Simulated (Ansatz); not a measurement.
## TlPd$_{3}$, one cell by several methods

```xyz
4
Lattice="-2.0730 2.0730 3.6735 2.0730 -2.0730 3.6735 2.0730 2.0730 -3.6735" Properties=species:S:1:pos:R:3 pbc="T T T"
Tl    0.0000    0.0000    0.0000
Pd    0.0000    2.0730    1.8368
Pd    2.0730    0.0000    1.8368
Pd    0.0000    0.0000    3.6735
```

Atoms are numbered in the order listed.

The cell comes from COD entry 1522856, which wasn't checked; take it as a given geometry. The listed cell was then made from it by scaling, straining or moving an atom.

Spin polarisation is left out, and whether a magnetic state lies lower isn't shown here.

No spin–orbit coupling, which matters for the heavy atoms here.

All numbers are computed: DFT, PBEsol, PAW with Ansatz's default frozen-core files, scalar-relativistic (Ansatz 0.2.0); DFT, PBEsol, all-electron PAW with datasets made for the crystal, scalar-relativistic (Ansatz 0.2.0); DFT, PBEsol, all-electron LAPW, scalar-relativistic (Ansatz 0.2.0).

For PAW: a Γ-centred 12×12×12 k mesh, Fermi–Dirac smearing of 0.08 eV, cutoff 420 eV, no spin polarisation; the PAW files were made with PBE, and the program remakes their frozen cores for this functional. The crystal-made all-electron datasets (AE datasets) take a cutoff of 280 eV at this cell. LAPW targets a basis error of 1 meV/atom. The Ansatz runs share mesh, smearing and spin set-up. Plane-wave (PAW) pressures include the program's estimate of the Pulay term.

Stress and pressure are positive in compression.

No spin–orbit coupling: at heavy atoms the gradients can be off by tens of per cent for that reason.

In a metal, gradients converge slowly with the k mesh: the values move by tens of per cent from one mesh to another, at times in sign, so only the comparison on one mesh counts.

```
                                               quantity    PAW  AE datasets  LAPW
                                         pressure (GPa)   3.52         3.51  3.51
                                        stress xx (GPa)   3.13         3.11  3.12
                                        stress zz (GPa)   4.30         4.30  4.29
largest principal field gradient Vzz at Tl1 (10²¹ V/m²)  -3.20        -3.08     –
largest principal field gradient Vzz at Pd2 (10²¹ V/m²)   2.70         2.69     –
largest principal field gradient Vzz at Pd4 (10²¹ V/m²)  -3.54        -3.56     –
```

PAW's pressure differs from the LAPW value by about 0.01 GPa or less.
